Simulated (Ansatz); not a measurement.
BeSe (zinc blende, space group No. 216), the program Ansatz at the LDA level (PAW). The conduction-band minimum lies at X, with 3 equivalent valleys. Second derivatives d²E/dk² of the lowest band at one valley (eV·Å²), along Cartesian directions:

| direction | d²E/dk² |
|---|---|
| [100] | 9.143 |
| [010] | 29.59 |
| [001] | 29.59 |
| [110] | 19.37 |
| [101] | 19.37 |
| [011] | 29.55 |

**Question.** Find the principal effective masses, the density-of-states mass and the conductivity mass.

**Answer.** Off-diagonal terms follow from H_xy = H[110] − (H_xx + H_yy)/2, and m*/mₑ = 7.620 eV·Å² over each eigenvalue: 0.26, 0.26, 0.83. One valley's DOS mass (m₁m₂m₃)^(1/3) = 0.38, conductivity mass 3/(Σ 1/mᵢ) = 0.33 mₑ.

**Question.** What effective density of states Nc follows at 300 K for parabolic valleys?

**Answer.** Nc = 2.509e19 × 3 × (0.38)^(3/2) ≈ 1.8e19 cm⁻³.

**Question.** With the computed static dielectric constant 7.61 (mean of the diagonal), estimate a hydrogenic donor's binding energy and radius.

**Answer.** E = 13.606 eV × 0.33/7.61² ≈ 78 meV; a = 0.529 Å × ε/m* ≈ 12 Å. Semilocal masses tend to be too small where the gap is.

**Question.** With ε∞ = 6.12 and ω_LO = 583 cm⁻¹, what Fröhlich coupling constant follows?

**Answer.** α = (1/ε∞ − 1/ε0) √(m* × 13.606 eV/ħω_LO) = 0.25.

Space group F-43m (zinc blende). The cell was relaxed with LDA under the symmetry of its start; phonons on a q-mesh show no instability. Scalar-relativistic: spin–orbit coupling is off unless named, which matters more the heavier the elements.

Potentials: the later of the program's two PAW sets.
